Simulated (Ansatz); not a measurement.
Here is the system:

SrCd:
Space group Pm-3m (No. 221); a = b = c = 4.0448 Å, α = β = γ = 90.00°

```csv
atom,site,symmetry,x,y,z
Sr,1b,m-3m,0.5000,0.5000,0.5000
Cd,1a,m-3m,0.0000,0.0000,0.0000
```

This is the r²SCAN-relaxed structure.

**Question.** All from DFT-r²SCAN in the program Ansatz with PAW potentials, unless another level is named. Predict the density of states at the Fermi level.

**Answer.** 0.71 states/eV per atom (mean over ±0.08 eV).

**Question.** What about the formation energy from the elements (no fitted shifts)?

**Answer.** -0.35 eV/atom.

The workflow started from an entry of the Crystallography Open Database (COD). Its standing as an ambient phase is unchecked. The r²SCAN relaxation kept the symmetry of its start; its stability against distortions is not shown here. The references are the lowest solids computed at this level, not always the standard phases. Spin–orbit coupling is left out wherever it is not named.

Potentials: the later of the program's two PAW sets.
